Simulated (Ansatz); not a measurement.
GaBi (rock salt, Fm-3m) at seven volumes, the program Ansatz at the PBEsol level (PAW), scaled uniformly. One row is withheld.

```csv
V (Å³/atom),P (GPa)
23.195,6.64
23.959,4.04
24.724,1.84
25.489,0.00
26.253,-1.55
27.018,?
27.783,-3.95
```

**Question.** Fit the shown pressures and predict the withheld one.

**Answer.** P = (3/2)B₀(x^(7/2) − x^(5/2))[1 + (3/4)(B′ − 4)(x − 1)] with x = (V₀/V)^(2/3). Least squares on the six rows gives V₀ = 25.489 Å³/atom, B₀ = 56.2 GPa, B′ = 4.76. At V = 27.018, x = 0.9619 and P = -2.85 GPa. The run itself gave -2.86 GPa.

A made-up cell: these elements were put on the sites of a structure type; neither database checked (COD, Materials Project) lists it. Its standing as an ambient phase is unchecked. The PBEsol relaxation kept the symmetry of its start; of distortions, only those at the zone centre were tested. Spin–orbit coupling is left out wherever it is not named.

Potentials: the later of the program's two PAW sets.
